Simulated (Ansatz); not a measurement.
Frozen-phonon scan for CuAu (CuAu type, space group P4/mmm)

CuAu (CuAu type, space group P4/mmm)

```
CELL_PARAMETERS angstrom
      5.76304     0.00000     0.00000
      0.00000     2.88152     0.00000
      0.00000     0.00000     3.61476
ATOMIC_POSITIONS crystal
  Cu 0.25000 0.50000 0.50000
  Cu 0.75000 0.50000 0.50000
  Au 0.00000 0.00000 0.00000
  Au 0.50000 0.00000 0.00000
```

A phonon eigenvector at X = (0.5, 0.0, 0.0) is frozen into this cell: atom i moves by Q times the vector below, so Q is the largest atomic displacement, in Å. The cell is held. (q is in reciprocal vectors of the primitive cell; the cell shown is doubled to hold the pattern.)

```csv
atom,x,y,z
Cu1,0.000,0.000,-1.000
Cu2,0.000,0.000,1.000
```

Atoms not listed stay in place.

Method: PBE (plane waves to 420 eV, PAW, scalar-relativistic; Ansatz, a quantum-chemistry and plane-wave program). k mesh 8×16×13 (Γ-centred), Fermi-Dirac smearing 0.05 eV. E stands for the smeared free energy. Stress and pressure are positive under compression. With partly filled bands, energies and forces of such displacements shift with the k mesh and the smearing. CuAu is run without spin polarisation. CuAu was relaxed with its symmetry unable to fall. Spin-orbit coupling is left out, though Au is heavy. The zero of ΔE is the undisplaced structure.

| Q (Å) | ΔE (eV/cell) | −dE/dQ from forces (eV/Å) | P (GPa) |
|---|---|---|---|
| -0.280 | 0.479 | 3.507 | 6.0 |
| -0.233 | 0.330 | 2.881 | 4.2 |
| -0.187 | 0.210 | 2.276 | 2.7 |
| -0.140 | 0.118 | 1.691 | 1.5 |
| -0.093 | 0.052 | 1.119 | 0.7 |
| -0.047 | 0.013 | 0.557 | 0.2 |
| 0.000 | 0.000 | 0.000 | 0.0 |
| 0.047 | 0.013 | -0.557 | 0.2 |
| 0.093 | 0.052 | -1.119 | 0.7 |
| 0.140 | 0.118 | -1.691 | 1.5 |
| 0.187 | 0.210 | -2.276 | 2.7 |
| 0.233 | 0.330 | -2.881 | 4.2 |
| 0.280 | 0.479 | -3.507 | 6.0 |

Key numbers:

* **Energy at Q = 0.280 Å**: 479 meV/cell
* **Space group of the distorted cell**: Pmma (No. 51), lowered from P4/mmm
* **Symmetry of the curve**: even: the same for both signs
* **Shape of the curve**: a single well with its minimum at or next to zero displacement
* **Harmonic wavenumber from the curvature (finite differences)**: 160 cm⁻¹
* **Wavenumber by perturbation theory (DFPT, on another k mesh)**: 160 cm⁻¹

(For displaced atoms, the force is minus the slope of the energy, and its curvature is a force constant, which sets phonon frequencies.)
